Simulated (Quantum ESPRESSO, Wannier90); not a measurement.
# Wannierisation of Cs(CoS)₂ (I4/mmm)

```
begin unit_cell_cart
ang
    0.0000000000   -3.7657500000    0.0000000000
    3.7657500000    0.0000000000    0.0000000000
   -1.8828750000    1.8828750000    7.3679800000
end unit_cell_cart
begin atoms_frac
Cs   0.0000000000  0.0000000000  0.0000000000
Co  -0.2500000000  0.2500000000  0.5000000000
Co   0.2500000000 -0.2500000000  0.5000000000
S    0.3434600000  0.3434600000 -0.3130800000
S   -0.3434600000 -0.3434600000  0.3130800000
end atoms_frac
```

Cell from Materials Project (mp-557018), symmetrised, no further relaxation. Not found in the COD (Crystallography Open Database) copy used; not checked further. Method: PBEsol plane waves in Quantum ESPRESSO 7.5 (PseudoDojo norm-conserving files, 77 Ry, spinors with spin-orbit coupling, ferromagnetic start along z), Bloch states on a 4×4×4 mesh through Γ, Wannier90 4.0.1. Density: 12×12×12 mesh, cold smearing 0.01 Ry. Only the ferromagnetic state was computed; other magnetic orders were not tried.

A tight-binding model is made by disentanglement and projection with no localisation steps (num_iter = 0), so the 32 orbitals stay atom-like: hydrogen-like Co: d; S: p, axes along x, y, z; frozen window up to 1.29 eV relative to the Fermi level. It follows pw.x to 9.5 meV rms for states up to 1.0 eV relative to the Fermi level. Matrix elements depend on this choice of orbitals and windows.

The 20 largest hoppings ⟨m,0|H|n,R⟩ between different sites (one of each Hermitian pair; signs follow the real orbitals' lobes; the list may end inside a set of equal values):

```csv
m,n,R,distance of the centres (Å),t (eV),Im t (eV)
S5 px↓,Co2 dxz↓,0 0 0,2.34,-0.944,0.000
S5 py↓,Co3 dyz↓,0 0 0,2.34,-0.944,0.000
Co2 dyz↓,S4 py↓,0 0 1,2.34,0.944,0.000
Co3 dxz↓,S4 px↓,0 0 1,2.34,0.944,0.000
S4 px↓,Co3 dxz↓,0 1 -1,2.34,0.944,0.000
Co2 dxz↓,S5 px↓,0 1 0,2.34,-0.944,0.000
S4 py↓,Co2 dyz↓,1 0 -1,2.34,0.944,0.000
Co3 dyz↓,S5 py↓,1 0 0,2.34,-0.944,0.000
S5 px↑,Co2 dxz↑,0 0 0,2.32,-0.857,0.000
S5 py↑,Co3 dyz↑,0 0 0,2.32,-0.857,0.000
Co2 dyz↑,S4 py↑,0 0 1,2.32,0.857,0.000
Co3 dxz↑,S4 px↑,0 0 1,2.32,0.857,0.000
S4 px↑,Co3 dxz↑,0 1 -1,2.32,0.857,0.000
Co2 dxz↑,S5 px↑,0 1 0,2.32,-0.857,0.000
S4 py↑,Co2 dyz↑,1 0 -1,2.32,0.857,0.000
Co3 dyz↑,S5 py↑,1 0 0,2.32,-0.857,0.000
S5 px↓,Co3 dxy↓,0 0 0,2.31,-0.774,0.000
S5 py↓,Co2 dxy↓,0 0 0,2.31,0.774,0.000
Co2 dxy↓,S4 px↓,0 0 1,2.31,0.774,0.000
Co3 dxy↓,S4 py↓,0 0 1,2.31,-0.774,0.000
```
